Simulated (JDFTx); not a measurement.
surface: MgB2(0001), Mg outermost, slab composition Mg3B4
bulk: MgB2, P6/mmm, lattice of mp-763 (not re-optimised)
slab: 7 atoms in 5 planes, 1x1, 6.9 Å between the outermost planes
in-plane cell: 3.063 × 3.063 Å, 8.12 Å²
cell height: 23.0 Å
sampling: 8×8×1 k mesh, Fermi smearing 0.01 Ha, no spin polarisation

Whether this polymorph is the ambient one wasn't checked.

Computed with JDFTx (a modified build): PBE, GBRV ultrasoft potentials, plane waves to 20/100 Ha. Liquid on both sides: CANDLE, acetonitrile, 1 M KF; nuclei fixed, outer atoms relaxed in vacuum. The electron chemical potential μ is absolute (zero in the bulk liquid) and is turned into a potential by U = −μ/e − 4.44 V vs SHE, a convention. Both faces are the same ideal termination; reconstructions, overlayers and chemisorbed solvent are outside this model. On the negative side CANDLE's cavity feels the periodic box, so those points shift with the cell height. Convergence in thickness and k mesh wasn't tested for this slab. In this non-aqueous liquid the SHE scale is nominal. Whether the real solid would dissolve in or react with the liquid is outside the model.

```json
[
 {"U (V vs SHE)": "-1.15", "μ (eV)": "-3.29", "excess electrons per cell": "0.062", "σ (μC/cm², per face)": "-6.1", "run": "fixed potential"},
 {"U (V vs SHE)": "-0.56", "μ (eV)": "-3.88", "excess electrons per cell": "0.000", "σ (μC/cm², per face)": "0.0", "run": "neutral"},
 {"U (V vs SHE)": "-0.25", "μ (eV)": "-4.19", "excess electrons per cell": "[?]", "σ (μC/cm², per face)": "[?]", "run": "fixed potential"}
]
```

Question: Fill in the missing entries, row by row.

Answer: 
- -0.25, excess electrons per cell: -0.049
- -0.25, σ (μC/cm², per face): 4.8
